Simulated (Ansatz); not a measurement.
Cs2KInCl6:
```xyz
10
Lattice="0.0000 5.4449 5.4449 5.4449 0.0000 5.4449 5.4449 5.4449 0.0000" Properties=species:S:1:pos:R:3 pbc="T T T"
K      5.4449     5.4449     5.4449
Cs     8.1673     8.1673     8.1673
Cs     2.7224     2.7224     2.7224
In     0.0000     0.0000     0.0000
Cl     2.5101     5.4449     5.4449
Cl     8.3797     5.4449     5.4449
Cl     5.4449     2.5101     5.4449
Cl     5.4449     8.3797     5.4449
Cl     5.4449     5.4449     2.5101
Cl     5.4449     5.4449     8.3797
```

Cartesian axes are those of the cell as given.

### Question
Give the high-frequency dielectric tensor and the Born effective charge tensors of the independent atoms from DFPT, DFT-PBEsol in the program Ansatz with PAW potentials.

### Answer

ε∞:
```
2.78  0.00  0.00
0.00  2.78  0.00
0.00  0.00  2.78
```
Z* of atom 1 (K), rows: field, columns: displacement, in e:
```
1.28  0.00  0.00
0.00  1.28  0.00
0.00  0.00  1.28
```
Z* of atom 2 (Cs), rows: field, columns: displacement, in e:
```
1.33  0.00  0.00
0.00  1.33  0.00
0.00  0.00  1.33
```
Z* of atom 4 (In), rows: field, columns: displacement, in e:
```
3.01  0.00  0.00
0.00  3.01  0.00
0.00  0.00  3.01
```
Z* of atom 5 (Cl), rows: field, columns: displacement, in e:
```
-1.72   0.00   0.00
 0.00  -0.88   0.00
 0.00   0.00  -0.88
```

Static charges for comparison (Bader): K1 +0.82, Cs2 +0.88, In4 +1.61, Cl5 -0.70 e. Born charges measure polarisation by displacement and can exceed these by far.

Space group Fm-3m. The workflow started from a Materials Project entry (that database holds measured and hypothetical structures alike); the Crystallography Open Database copy checked does not list it. Its standing as an ambient phase is unchecked. The PBEsol relaxation kept the symmetry of its start; its stability against distortions is not shown here. Spin–orbit coupling is left out wherever it is not named.

Potentials: the later of the program's two PAW sets.
